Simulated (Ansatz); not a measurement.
Starting cell, ZnAu (CsCl type):

```yaml
crystal:
  lattice:
    - [6.19172, 0.00000, 0.00000]
    - [0.00000, 3.09586, 0.00000]
    - [0.00000, 0.00000, 3.09586]
  atoms:
    - { symbol: Zn, position: [0.25000, 0.50000, 0.50000] }
    - { symbol: Zn, position: [0.75000, 0.50000, 0.50000] }
    - { symbol: Au, position: [0.00000, 0.00000, 0.00000] }
    - { symbol: Au, position: [0.50000, 0.00000, 0.00000] }
```

The atoms are displaced by Q × the pattern below (from a DFPT mode at X = (0.5, 0.0, 0.0), largest move 1; Q in Å), at fixed cell. It is one choice among 2 degenerate patterns. (q is in reciprocal vectors of the primitive cell; the cell shown is doubled to hold the pattern.)

```json
[
 {"atom": "Au3", "x": "0.000", "y": "0.000", "z": "-1.000"},
 {"atom": "Au4", "x": "0.000", "y": "0.000", "z": "1.000"}
]
```

Atoms not listed stay in place.

Calculation: LDA (plane waves to 420 eV, PAW, scalar-relativistic; Ansatz, a quantum-chemistry and plane-wave program). k mesh 8×15×15 (Γ-centred), Fermi-Dirac smearing 0.05 eV. The energy includes the smearing's −TS. Stress and pressure are positive under compression. With partly filled bands, energies and forces of such displacements shift with the k mesh and the smearing. Spin-orbit coupling is left out, though Au is heavy. ZnAu was relaxed with its symmetry unable to fall. The zero of ΔE is the undisplaced structure.

```
Q (Å)   ΔE (eV/cell)  −dE/dQ from forces (eV/Å)  P (GPa)
------  ------------  -------------------------  -------
-0.100        0.0259                      0.526      0.5
-0.083        0.0179                      0.434      0.3
-0.067        0.0114                      0.344      0.2
-0.050        0.0064                      0.256      0.1
-0.033        0.0028                      0.170      0.0
-0.017        0.0007                      0.085      0.0
0.000         0.0000                      0.000     -0.1
0.017         0.0007                     -0.085      0.0
0.033         0.0028                     -0.170      0.0
0.050         0.0064                     -0.256      0.1
0.067         0.0114                     -0.344      0.2
0.083         0.0179                     -0.434      0.3
0.100         0.0259                     -0.526      0.5
```

Derived quantities:

```
Property                                                                                                              Value
-----------------------------------------------------------  --------------------------------------------------------------
Energy at Q = 0.100 Å                                                                                         25.9 meV/cell
Space group of the distorted cell                                                         Pmma (No. 51), lowered from Pm-3m
Symmetry of the curve                                                                         even: the same for both signs
Shape of the curve                                           a single well with its minimum at or next to zero displacement
Harmonic wavenumber from the curvature (finite differences)                                                         59 cm⁻¹
Wavenumber by perturbation theory (DFPT, on another k mesh)                                                         59 cm⁻¹
```

(For displaced atoms, the force is minus the slope of the energy, and its curvature is a force constant, which sets phonon frequencies.)
